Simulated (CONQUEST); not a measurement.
Worked example: self-consistent single point of Sb (Pm-3m, 1 atom in the cell; from Materials Project mp-133) in CONQUEST.

All values come from this method and carry its errors: PBEsol, numerical atomic orbitals single-zeta with polarisation (the shipped basis less its second zetas), PseudoDojo norm-conserving potentials made for PBEsol (CONQUEST 1.3).

```
CELL_PARAMETERS angstrom
      3.08334     0.00000     0.00000
      0.00000     3.08334     0.00000
      0.00000     0.00000     3.08334
ATOMIC_POSITIONS crystal
  Sb 0.00000 0.00000 0.00000
```

Reference input (self-consistent single point, DFT, PBEsol, numerical atomic orbitals double-zeta with polarisation (the shipped basis), PseudoDojo norm-conserving potentials made for PBEsol): basis = DZP; Diag.MPMeshX, Y, Z = 10 10 10; potentials = PseudoDojo norm-conserving PBEsol; Grid.GridCutoff = 140 Ha; DM.SolutionMethod = diagon; Diag.SmearingType = 1; Diag.kT = 0.009996 Ha; Diag.MPOrder = 0; minE.SCTolerance = 1.0e-06; SC.MaxIters = 100; SC.LinearMixingFactor = 0.3; SC.KerkerPreCondition = true. This run's input differs from it in these lines:

```diff
@@ -1,2 +1,2 @@
-# files in the folder: Sb.ion (PseudoDojo PBEsol potentials, DZP orbitals)
+# files in the folder: Sb.ion (PseudoDojo PBEsol potentials, SZP orbitals)
 # file: Conquest_input
```

Output (repeated stretches shortened):

```
    new_SC_potl: Starting.  Tolerance:  0.10000E-05

    PulayMixSC: Starting Pulay mixing, A_up =  0.300 A_dn =  0.300
    PulayMixSC: Spin non-polarised calculation.
    PulayMixSC: with Kerker preconditioning, q0 =  0.300
          Proc:     0 findFermi_fixspin: Warning! Diag.NElecLess >= total number of electrons for spin channel  1 setting it equal to number of electrons, but this is slow and you may want to change it to something smaller.
          Harris-Foulkes Energy            :     -2469.960996703925048 eV
          GroundState Energy (kT --> 0)    :     -2469.982592726438270 eV
   [... lines left out ...]
          Harris-Foulkes Energy            :     -2469.917555789339985 eV
          GroundState Energy (kT --> 0)    :     -2469.939941688763156 eV
          Free Energy (E-TS)               :     -2469.962327588186781 eV
          DFT Total Energy                 :     -2469.917555781786177 eV
          Total number of electrons        :        15.000012943594070
    PulayMixSC: Pulay iteration    11 residual:              0.75071E-06
    PulayMixSC: Reached SCF tolerance of  0.75071E-06 after     11 iterations
      | Number of electrons      =        15.000013
      |* band energy as 2Tr[K.H] =      -384.593518831205870 eV
      |  screened ion-ion energy =     -1858.989327906747349 eV
      |  Ha correction           =         9.802547547424172 eV
      |  XC correction           =      -236.137298633981572 eV
      | GS Energy with kT -> 0   =     -2469.939941688763156 eV
      | Free Energy as E-TS      =     -2469.962327588186781 eV
      |* Harris-Foulkes energy   =     -2469.917555789339985 eV
      |* DFT total energy        =     -2469.917555781786177 eV
      |  estimated accuracy      =        -0.000000007553740 eV

    force: Forces on atoms (eV/A )
    force:  Atom   X              Y              Z
   [... lines left out ...]
    force: Maximum force :        0.00000000(eV/A ) on atom         1 in y direction
   [... lines left out ...]
    force: Force Residual:        0.00000000 eV/A
    force: Total stress:         -0.41505206     0.00000000     0.00000000 GPa
                             0.00000000    -0.41505206     0.00000000
                             0.00000000     0.00000000    -0.41505206
    force: Average pressure:      0.41505206 GPa

    force: Finished force
    get_E_and_F: Change in energy during last step of electronic optimisation: -0.14838E-06
```

The run converged in 11 iterations. CONQUEST prints the stress tensor with tension positive. Against the reference run the free energy goes up by 102 meV/atom and the pressure goes from -0.76 to 0.42 GPa.

The program uses no crystal symmetry, so grid and mesh can part values that symmetry would make equal. The atom-centred basis is finite, which shifts total energies and pressures against plane waves. This run is one point of a test of settings, so its values need not be converged; read them against the reference run alone. The structure comes from a collection of computed structures, made at another level of theory; the collection holds predicted forms beside known ones.

Cost on one core: roughly 40 core-seconds.
